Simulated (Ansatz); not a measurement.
Input file for Ansatz (a first-principles code):

Ansatz 0.2 input:
```yaml
crystal:
  lattice:
    - [0.0, 2.0851034495, 2.0851034495]
    - [2.0851034495, 0.0, 2.0851034495]
    - [2.0851034495, 2.0851034495, 0.0]
  atoms:
    - { symbol: Nb, position: [0.0, 0.0, 0.0] }
kpoints:
  mp_grid: { grid: [12, 12, 12] }
  band_path:
    path:
      - [[0.0, 0.0, 0.0], [0.5, 0.0, 0.5], [0.625, 0.25, 0.625]]  # Γ-X-U
      - [[0.375, 0.375, 0.75], [0.0, 0.0, 0.0], [0.5, 0.5, 0.5], [0.5, 0.25, 0.75], [0.5, 0.0, 0.5]]  # K-Γ-L-W-X
    npoints: 12
basis: { xc_grid: 2 }
hamiltonian:
  xc: pbesol
  pseudopotentials: { azcp: { folder: ./paw }, kind: paw_fr }
magnetization: { noncollinear: true, spin_orbit: true }
scf:
  n_extra_bands: 13
  convergence: { dr2_threshold: 0.0000000001 }
  occupations: { method: gaussian, width: 0.05 }
output: { eigenvalues: true }
```

Output (shortened):

```
Pseudopotentials: kind: paw_fr
Pseudopotential: Nb, paw, valence charge 13
Functional definition: PBEsol
non-collinear run that drives no moment, with spin-orbit …
Crystal: 1 atoms, lattice volume = 18.131 Å³
Basis set: ecut = 420 eV, 339 PW (Γ), exchange–correlation on 40×40×40 points (8 copies of the dense FFT grid, shifted against one another)
Bands: 26, of which v1, the nominal top of the filled ones, is band 13 counted from 1 (12 counted from 0)
Symmetry: 48 space group operations + 48 with time reversal
k-points: 72 of 1728
Projection manifold: j_resolved (fully-relativistic pseudo-atomic orbitals)
PAW frozen core: Nb, regenerated for the run's functional, and the local potential with it
Initial density: superposition of atomic densities (chi_scale 0.1, normalization cell)
Initial wavefunctions: pseudopotential atomic-orbital guess
Eigensolver: davidson
Functional: x = pbesol(κ = 0.804, μ = 0.12345679012345678), c = pbesol(β = 0.046)
SCF iter   1: F=—  HF=-4496.660081 eV  |F-HF|=—  |Δ(HF+E_count)|=         —  Δρ=8.42e-2  dr2=1.40e0  dr2_m=0.00e0 (ungated)  ethr=3.10e-3  |M|=0.00e0 ∫|m|=0.00e0 μB  |m|>n=0.0e0 m-floor=0.0e0 τ_xc=0.0e0  β_m=0.30  ⟨swp⟩=6.1  Hψ=4666  notcnv=0  defer=68
all-band conjugate gradients solve this SCF's bands
preconditioner: auto → none
SCF iter   2: F=—  HF=-4496.235609 eV  |F-HF|=—  |Δ(HF+E_count)|=   4.24e-1  Δρ=4.59e-2  dr2=3.44e-1  dr2_m=0.00e0 (ungated)  ethr=3.10e-3  |M|=0.00e0 ∫|m|=0.00e0 μB  |m|>n=0.0e0 m-floor=0.0e0 τ_xc=0.0e0  β_m=0.44  ⟨swp⟩=2.9  Hψ=1866  notcnv=0  defer=444
SCF iter   3: F=—  HF=-4496.114897 eV  |F-HF|=—  |Δ(HF+E_count)|=   1.21e-1  Δρ=1.21e-2  dr2=1.01e-2  dr2_m=0.00e0 (ungated)  ethr=2.64e-3  |M|=0.00e0 ∫|m|=0.00e0 μB  |m|>n=0.0e0 m-floor=0.0e0 τ_xc=0.0e0  β_m=0.65  ⟨swp⟩=2.9  Hψ=1376  notcnv=0  defer=444
SCF iter   4: F=—  HF=-4496.112899 eV  |F-HF|=—  |Δ(HF+E_count)|=   2.00e-3  Δρ=6.21e-4  dr2=6.87e-5  dr2_m=0.00e0 (ungated)  ethr=7.75e-5  |M|=0.00e0 ∫|m|=0.00e0 μB  |m|>n=0.0e0 m-floor=0.0e0 τ_xc=0.0e0  β_m=0.78  ⟨swp⟩=3.0  Hψ=1329  notcnv=0  defer=444
SCF iter   5: F=—  HF=-4496.112874 eV  |F-HF|=—  |Δ(HF+E_count)|=   2.50e-5  Δρ=8.68e-5  dr2=4.70e-7  dr2_m=0.00e0 (ungated)  ethr=5.28e-7  |M|=0.00e0 ∫|m|=0.00e0 μB  |m|>n=0.0e0 m-floor=0.0e0 τ_xc=0.0e0  β_m=0.87  ⟨swp⟩=2.0  Hψ=1157  notcnv=0  defer=444
SCF iter   6: F=—  HF=-4496.112875 eV  |F-HF|=—  |Δ(HF+E_count)|=   2.09e-7  Δρ=4.11e-6  dr2=1.41e-9  dr2_m=0.00e0 (ungated)  ethr=3.62e-9  |M|=0.00e0 ∫|m|=0.00e0 μB  |m|>n=0.0e0 m-floor=0.0e0 τ_xc=0.0e0  β_m=0.87  ⟨swp⟩=2.3  Hψ=1111  notcnv=0  defer=444
SCF iter   7: F=-4496.112875 eV  HF=-4496.112875 eV  |F-HF|=3.64e-12  |Δ(HF+E_count)|=  7.51e-10  Δρ=3.48e-7  dr2=6.49e-12  dr2_m=0.00e0 (ungated)  ethr=1.00e-12  |M|=0.00e0 ∫|m|=0.00e0 μB  |m|>n=0.0e0 m-floor=0.0e0 τ_xc=0.0e0  ⟨swp⟩=8.0  Hψ=4078  notcnv=0
SCF 1 converged in 7 iterations: F = -4496.112875 eV  dr2 = 6.49e-12
NSCF: frozen V_eff on 74 k-points
SCF converged after 7 iterations
Magnetization: |M| = 0.0000 μB,  M = (+0.0000, +0.0000, +0.0000) μB
Absolute magnetization: 0.0000 μB (∫|m|)
  site 0: m = (+0.0000, +0.0000, +0.0000) μB, |m| = 0.0000 μB  (R = 1.22 Å)
Free energy (F): -4496.112875 eV
Harris-Foulkes:  -4496.112875 eV  (|F-HF|=3.64e-12)
Internal energy: -4496.111269 eV  (E = F + TS)
E sigma→0 (E₀):  -4496.112072 eV
Entropy (-TS):   -0.001606 eV (-1.606 meV/atom)
Fermi energy:    17.922672 eV
--- Per-component energies (eV) ---
  E_band       = -70.137377
  E_kinetic    = 373.555921
  E_local      = -651.891386  (includes V_loc(G=0)·N_el)
  E_nonlocal   = 96.180563
  E_hartree    = 215.585055
  E_xc         = -164.678848
  E_vxc        = -200.138217  (∫ρ·V_xc dr)
  E_paw        = -3027.295412  (= ΣΔE_a)
  E_vpaw       = -119.014449  (= ΣTr[D̂ρ^β])
  E_aug_tail   = 0.000047  (compensation charges beyond the density's cutoff)
  E_ewald      = -1337.756845
  E_core_change = 0.189635  (= ΣΔE_core)
  E_smearing   = -0.001606  (= −TS)
  E_closure    = 0.000000  (closes the sum)
  Σ components = -4496.112875   (vs F -4496.112875, Δ=0.00e0)
  [band-id]    e_kinetic+e_local+e_nonlocal+2·e_hartree+e_vxc+e_vpaw+e_augmentation_tail = -70.137410   (vs E_band -70.137377, Δ=-3.30e-5)
--- Band table (eV; the first three rows and the last of 72) ---
  k-point 0: bands = ["-36.7311", "-36.7311", "-13.5984", "-13.5984", "-11.3948", "-11.3948", "-11.3948", "-11.3948", "11.5949", "11.5949", "17.9293", "17.9293", "17.9293", "17.9293", "18.0372", "18.0372", "20.6919", "20.6919", "20.6919", "20.6919", "29.6946", "29.6946", "34.4687", "34.4687", "34.5468", "34.5468"]
  k-point 1: bands = ["-36.7162", "-36.7162", "-13.6341", "-13.6341", "-11.4667", "-11.4667", "-11.4073", "-11.4073", "11.8617", "11.8617", "17.7544", "17.7544", "18.0453", "18.0453", "18.1343", "18.1343", "20.5759", "20.5759", "20.5907", "20.5907", "30.2270", "30.2270", "33.5486", "33.5486", "34.9912", "34.9912"]
  k-point 2: bands = ["-36.6755", "-36.6755", "-13.7371", "-13.7371", "-11.6518", "-11.6518", "-11.4411", "-11.4411", "12.5763", "12.5763", "17.3393", "17.3393", "18.2701", "18.2701", "18.3891", "18.3891", "20.4210", "20.4210", "20.4794", "20.4794", "31.1974", "31.1974", "32.3630", "32.3630", "36.3737", "36.3737"]
  k-point 71: bands = ["-36.4303", "-36.4303", "-14.2748", "-14.2748", "-12.3192", "-12.3192", "-12.0426", "-12.0426", "15.1003", "15.1003", "16.7062", "16.7062", "16.7697", "16.7697", "19.8172", "19.8172", "23.3896", "23.3896", "28.1509", "28.1509", "28.4411", "28.4411", "29.2118", "29.2118", "31.8654", "31.8654"]
  band table: 26 of 26 bands, residual norms ≤ 1.0e-3 eV
```

Cost: around 4 core-seconds (rough) on shared cores.

Space group Fm-3m (fcc (Cu type)). The workflow started from an entry of the Crystallography Open Database (COD), which files this formula under 2 space groups. It is not the phase usual at ambient conditions (space group No. 229). Symmetry was held in the PBEsol relaxation. At this level the phase is mechanically unstable. No spin polarisation was allowed.

Potentials: the earlier of the program's two PAW sets.

Ansatz is a plane-wave DFT program.
